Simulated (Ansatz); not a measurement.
Si2Mo:
```cif
data_Mo2Si4
_chemical_formula_sum 'Si4 Mo2'
_space_group_name_H-M_alt 'P 1'
_space_group_IT_number 1
_cell_length_a 5.95074
_cell_length_b 4.94730
_cell_length_c 4.64260
_cell_angle_alpha 76.635
_cell_angle_beta 53.985
_cell_angle_gamma 49.380
loop_
_space_group_symop_operation_xyz
  'x, y, z'
loop_
_atom_site_label
_atom_site_type_symbol
_atom_site_fract_x
_atom_site_fract_y
_atom_site_fract_z
_atom_site_occupancy
Si1 Si 0.66339 0.33661 0.66339 1
Si2 Si 0.33661 0.66339 0.33661 1
Si3 Si 0.58661 0.91339 0.58661 1
Si4 Si 0.91339 0.58661 0.91339 1
Mo1 Mo 0.00000 0.00000 0.00000 1
Mo2 Mo 0.25000 0.25000 0.25000 1
```

Relaxed with PBE.

Question: Which orbitals make up the states near the Fermi level in the program Ansatz at the PBE level (PAW)?

Answer: Within 0.5 eV of the Fermi level: Mo 4d 70 %, Si 3p 19 %, Si 3s 6 %. Projections are on Löwdin-orthogonalised atomic valence shells; empty p or d shells of many metals are not among them.

Question: Tabulate the density of states.

Answer: States/eV per cell of 6 atoms, in 0.25 eV bins, energy from the Fermi level.

| E (eV) | total | Mo 4d | Si 3p | Si 3s |
|---|---|---|---|---|
| -7.85 | 1.30 | 0.29 | 0.41 | 0.54 |
| -7.60 | 1.49 | 0.34 | 0.46 | 0.61 |
| -7.35 | 1.53 | 0.35 | 0.50 | 0.60 |
| -7.10 | 1.76 | 0.41 | 0.59 | 0.68 |
| -6.85 | 1.26 | 0.30 | 0.46 | 0.42 |
| -6.60 | 1.07 | 0.26 | 0.52 | 0.22 |
| -6.35 | 1.22 | 0.27 | 0.69 | 0.18 |
| -6.10 | 1.77 | 0.39 | 1.07 | 0.19 |
| -5.85 | 2.68 | 0.62 | 1.60 | 0.30 |
| -5.60 | 2.19 | 0.56 | 1.24 | 0.26 |
| -5.35 | 2.10 | 0.57 | 1.18 | 0.20 |
| -5.10 | 2.31 | 0.69 | 1.21 | 0.25 |
| -4.85 | 2.92 | 0.93 | 1.49 | 0.33 |
| -4.60 | 2.91 | 1.04 | 1.43 | 0.29 |
| -4.35 | 2.95 | 1.11 | 1.41 | 0.27 |
| -4.10 | 3.02 | 1.21 | 1.43 | 0.23 |
| -3.85 | 3.13 | 1.36 | 1.42 | 0.21 |
| -3.60 | 3.44 | 1.51 | 1.57 | 0.22 |
| -3.35 | 4.29 | 2.06 | 1.83 | 0.23 |
| -3.10 | 5.82 | 3.13 | 2.23 | 0.25 |
| -2.85 | 7.23 | 4.04 | 2.74 | 0.22 |
| -2.60 | 5.82 | 3.30 | 2.18 | 0.14 |
| -2.35 | 5.13 | 3.00 | 1.79 | 0.14 |
| -2.10 | 3.69 | 2.32 | 1.12 | 0.10 |
| -1.85 | 2.43 | 1.60 | 0.68 | 0.06 |
| -1.60 | 1.42 | 1.01 | 0.32 | 0.04 |
| -1.35 | 1.30 | 0.90 | 0.31 | 0.04 |
| -1.10 | 2.09 | 1.47 | 0.48 | 0.05 |
| -0.85 | 2.39 | 1.77 | 0.45 | 0.06 |
| -0.60 | 2.82 | 2.20 | 0.43 | 0.07 |
| -0.35 | 3.34 | 2.70 | 0.41 | 0.08 |
| -0.10 | 1.57 | 1.17 | 0.24 | 0.07 |
| 0.15 | 0.72 | 0.32 | 0.24 | 0.11 |
| 0.40 | 0.98 | 0.38 | 0.40 | 0.14 |
| 0.65 | 1.68 | 0.77 | 0.64 | 0.18 |
| 0.90 | 2.56 | 1.31 | 0.88 | 0.23 |
| 1.15 | 2.97 | 1.64 | 0.93 | 0.25 |
| 1.40 | 3.27 | 1.81 | 0.88 | 0.38 |
| 1.65 | 5.06 | 2.78 | 1.21 | 0.77 |
| 1.90 | 6.19 | 3.35 | 1.31 | 1.00 |
| 2.15 | 4.64 | 2.40 | 0.96 | 0.85 |
| 2.40 | 2.85 | 1.23 | 0.69 | 0.54 |
| 2.65 | 2.20 | 0.81 | 0.58 | 0.35 |
| 2.90 | 3.76 | 1.29 | 0.97 | 0.65 |
| 3.15 | 3.99 | 1.30 | 1.11 | 0.59 |
| 3.40 | 3.60 | 1.07 | 1.20 | 0.42 |
| 3.65 | 4.70 | 1.37 | 1.68 | 0.55 |
| 3.90 | 4.98 | 1.36 | 1.94 | 0.61 |
| 4.15 | 3.81 | 0.95 | 1.58 | 0.46 |
| 4.40 | 3.05 | 0.71 | 1.26 | 0.35 |
| 4.65 | 3.16 | 0.73 | 1.35 | 0.33 |

Space group Fddd. The start of the workflow was typed in or built on a structure type; neither database checked (COD, Materials Project) lists it. It is not the phase usual at ambient conditions (space group No. 139). The cell was relaxed with PBE under the symmetry of its start; its stability against distortions is not shown here. The run is not spin-polarised. Scalar-relativistic: spin–orbit coupling is off unless named, which matters more the heavier the elements.

Potentials: the earlier of the program's two PAW sets.
